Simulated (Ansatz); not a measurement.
Relaxed-ion elastic tensor of MgCu₂ (cubic Laves (MgCu2 type), space group No. 227) in GPa (Voigt order), LDA in the plane-wave PAW code Ansatz; density 6.28 g/cm³, 13.34 Å³ per atom.

```
 162  94.6  94.6   0.0   0.0   0.0
94.6   162  94.6   0.0   0.0   0.0
94.6  94.6   162   0.0   0.0   0.0
 0.0   0.0   0.0  54.8   0.0   0.0
 0.0   0.0   0.0   0.0  54.8   0.0
 0.0   0.0   0.0   0.0   0.0  54.8
```

### Question
Is the crystal mechanically stable?

### Answer
Yes: the smallest eigenvalue of C is 54.8 GPa.

### Question
Work out the Voigt, Reuss and Hill averages.

### Answer
K_V = 117, K_R = 117, K_H = 117; G_V = 46.4, G_R = 43.8, G_H = 45.1 GPa.

### Question
Give Young's modulus, Poisson's ratio, Pugh's ratio and the universal anisotropy index.

### Answer
E = 9KG/(3K + G) = 120 GPa; ν = 0.33; K/G = 2.60 (ductile by the Pugh limit of 1.75); A_U = 5G_V/G_R + K_V/K_R − 6 = 0.29.

### Question
Estimate the sound speeds and the Debye temperature.

### Answer
v_l = √((K + 4G/3)/ρ) = 5310 m/s, v_t = √(G/ρ) = 2680 m/s, mean 3000 m/s; Θ = (h/k)(3n/4πV)^(1/3) v_m = 377 K.

### Question
Give the Zener ratio and Young's modulus along [100], [110] and [111].

### Answer
A = 2C44/(C11 − C12) = 1.62; 1/E = S11 − 2(S11 − S12 − S44/2)Γ with Γ = 0, 1/4, 1/3 gives 92.3, 125, 142 GPa.

### Question
Solve the Christoffel equation for the three sound speeds along [100], [110], [111].

### Answer
Eigenvalues of C_ijkl n_j n_l equal ρv². In km/s, slowest first: [100] 2.95, 2.95, 5.08; [110] 2.32, 2.95, 5.40; [111] 2.55, 2.55, 5.50.

Space group Fd-3m (cubic Laves (MgCu2 type)). The workflow started from a Materials Project entry (that database holds measured and hypothetical structures alike); the Crystallography Open Database files this formula in space group No. 227, but the cells were not matched. Whether it is the stable phase at ambient conditions was not checked. The LDA relaxation kept the symmetry of its start; of distortions, only those at the zone centre were tested. The run is not spin-polarised. As this level gives no gap, shear constants depend on the k-mesh and smearing (Fermi–Dirac, 0.1 eV here).

Potentials: the later of the program's two PAW sets.
